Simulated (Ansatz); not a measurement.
Two states of Ti₂PS

```xyz
8
Lattice="1.6872 2.9224 0.0000 -1.6872 2.9224 0.0000 0.0000 0.0000 11.7738" Properties=species:S:1:pos:R:3 pbc="T T T"
Ti    0.0000    1.9482    1.1656
Ti    0.0000    3.8965    7.0525
Ti    0.0000    1.9482    4.7213
Ti    0.0000    3.8965   10.6082
P     0.0000    0.0000    0.0000
P     0.0000    0.0000    5.8869
S     0.0000    3.8965    2.9434
S     0.0000    1.9482    8.8303
```

Level: r2SCAN, with U_eff = 3.05 eV on Ti d (all-electron-ortho-atomic projectors); 500 eV; 8×8×2 Γ-centred mesh; fermi-dirac occupations (width 0.1 eV); Ansatz 0.2.0, fixed geometry.

State A: Ti1 up, Ti2 down, Ti3 up, Ti4 down (collinear spin). State B: no moments (no spin polarisation).

Compare the two self-consistent states.

State A is lower by 23.7 meV an atom at zero smearing; in free energy at this smearing B lies +21.0 meV an atom from A.

```tsv
state	free energy (meV/atom)	largest moment in a small sphere (μB)	net moment (μB/cell)	gap on mesh (eV)	pressure (GPa)	largest force (eV/Å)
A	0.0	0.73	0.00	metal	29.4	4.09
B	21.0	0.00	0.00	metal	20.6	3.15
```

Origin: a known structure type with other elements, at an estimated volume, so it need not be a known compound. Caveats: atoms or cell far from equilibrium.
